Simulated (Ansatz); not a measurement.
A relaxed cell of Si₃O₂ is given with its symmetry left out. The cell was found from a structure generator's guess, not taken from experiment.

Level of theory: Ansatz, DFT PBE, scalar-relativistic, plane waves, PAW. Cutoff 420 eV, Γ-centred mesh, Gaussian smearing, no spin polarisation.

```cif
data_structure
_symmetry_space_group_name_H-M 'P 1'
_symmetry_Int_Tables_number 1
_cell_length_a 3.4431
_cell_length_b 3.4431
_cell_length_c 6.2107
_cell_angle_alpha 90.000
_cell_angle_beta 90.000
_cell_angle_gamma 90.000
_cell_volume 73.63
loop_
_atom_site_label
_atom_site_type_symbol
_atom_site_fract_x
_atom_site_fract_y
_atom_site_fract_z
_atom_site_occupancy
Si1 Si 0.00000 0.00000 0.79978 1
Si2 Si 0.00000 0.00000 0.20022 1
Si3 Si 0.50000 0.50000 0.50000 1
O1 O 0.00000 0.50000 0.20892 1
O2 O 0.50000 0.00000 0.79108 1
```

Energies over the elements count from the elements' standard structures at the same level (O₂ as a molecule), with no fitted energy shifts.

(1) Find its symmetry and describe it.

(2) How far does it lie from the elements in energy?

(3) Is it a metal?

Results:

(1) P-4m2 (No. 115). Conventional cell: a = 3.443 Å, c = 6.211 Å. Si on a site of symmetry 2mm has 2 O at 1.72 Å and 1 Si at 2.49 Å; Si on a site of symmetry -4m2 has 4 O at 2.50 Å (long against covalent radii, as for large ions); O is surrounded by 2 Si at 1.72 Å and 2 Si at 2.50 Å.

(2) −0.30 eV/atom.

(3) Yes, bands cross the Fermi level on the 10×10×8 mesh.

The last run used a 10×10×8 mesh (in the run's order of axes) for its 5-atom cell and Gaussian smearing of 0.10 eV. Symmetry constrained the relaxation, so the result can be a saddle point. Another cell of Si3O2 relaxed alike, in P4mm, lies 0.56 eV/atom lower, so this cell isn't the stable form at this level.
